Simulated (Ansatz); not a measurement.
Given:

Starting cell, AlN (wurtzite):

```
CELL_PARAMETERS angstrom
      3.13030     0.00000     0.00000
     -1.56515     2.71092     0.00000
      0.00000     0.00000     5.01801
ATOMIC_POSITIONS crystal
  Al 0.66667 0.33333 0.00337
  Al 0.33333 0.66667 0.50337
  N  0.66667 0.33333 0.62183
  N  0.33333 0.66667 0.12183
```

Scan: atom 4 (N, nearest neighbour Al at 1.903 Å; its periodic images, 3.1 Å or more away, move with it) is displaced along Cartesian [110], direction (0.707, 0.707, 0.000) in Cartesian axes, by s. The other atoms stay.

The numbers are results of PBE (plane waves to 420 eV, PAW, scalar-relativistic; Ansatz, an electronic-structure program), not measurements. k mesh 10×10×6 (Γ-centred), Fermi-Dirac smearing 0.05 eV. Energies are smeared free energies. Left out: 1 of 11 points, with atoms too close for the PAW data. AlN was relaxed with its symmetry unable to fall. The zero of ΔE is the undisplaced structure.

The scan covers s from -0.456 to 0.570 Å in 10 points.

Is the energy the same for displacements of ±0.456 Å, and if not, which side lies higher?

Not even: the negative side lies higher at ±0.456 Å. With its periodic images moving along, the atom's site symmetry in this cell is 3m..

What force acts on the atom along the line at s = -0.456 Å?

14.2 eV/Å.

What is the energy change at s = 0.570 Å?

1785 meV/cell.

What is the force constant k = d²E/ds² of this move at s = 0?

14.9 eV/Å².

(A displaced cell: forces are minus the slopes of the energy, force constants its curvatures, and phonons follow from these.)
